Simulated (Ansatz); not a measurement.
Ag:
```yaml
crystal:
  lattice:
    - [2.74987, 0.00000, 0.00000]
    - [0.00000, 2.74987, 0.00000]
    - [0.00000, 0.00000, 2.74987]
  atoms:
    - { symbol: Ag, position: [0.00000, 0.00000, 0.00000] }
```

Relaxed with PBE. Special points in fractions of this cell's reciprocal vectors: Γ (0.000, 0.000, 0.000); X (0.000, 0.500, 0.000); M (0.500, 0.500, 0.000); R (0.500, 0.500, 0.500).

Task: List the band energies nearest the Fermi level at these points for plane-wave PAW PBE (Ansatz code).

Result: In eV from the Fermi level; about four levels below and three above (degenerate sets whole), none deeper than 8.9 eV; … stands for higher levels left out; points with the same levels are listed once.

| k | below | above |
|---|---|---|
| Γ | -5.70 -5.70 -2.79 -2.79 -2.79 | … |
| X | -3.73 -3.73 -2.71 -0.51 | … |
| M | -4.94 -3.57 -3.57 -2.04 | … |
| R | -5.16 -5.16 -5.16 -1.98 -1.98 | … |

Space group Pm-3m (simple cubic). The cell is a constructed one: a structure type filled with these elements; neither database checked (COD, Materials Project) lists it. It is not the phase usual at ambient conditions (space group No. 225). Symmetry was held in the PBE relaxation; its stability against distortions is not shown here. No spin polarisation was allowed. Spin–orbit coupling is left out wherever it is not named.

Potentials: the later of the program's two PAW sets.
